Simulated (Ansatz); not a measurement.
AlCo:
```yaml
crystal:
  lattice:
    - [2.82306, 0.00000, 0.00000]
    - [0.00000, 2.82306, 0.00000]
    - [0.00000, 0.00000, 2.82306]
  atoms:
    - { symbol: Co, position: [0.00000, 0.00000, 0.00000] }
    - { symbol: Al, position: [0.50000, 0.50000, 0.50000] }
```
The run is spin-polarised; directions of the spins, atom by atom: 0 0.

Relaxed with r²SCAN.

### Question
Give the Bader charges and basin volumes of the independent atoms, r²SCAN (plane waves, PAW; program Ansatz).

### Answer


```json
[
 {"atom": "Co1", "Bader charge (e)": "-2.06", "Bader volume (Å³)": "17.7"},
 {"atom": "Al2", "Bader charge (e)": "+2.06", "Bader volume (Å³)": "4.8"}
]
```

Space group Pm-3m (CsCl type). The r²SCAN relaxation kept the symmetry of its start. Magnetic state: ferromagnetic, the only order run, not a proven ground state. The cell computed holds one magnetic atom, so no antiferromagnetic order was within reach. Other orbital occupations within this spin state were not tried.

Potentials: the earlier of the program's two PAW sets.
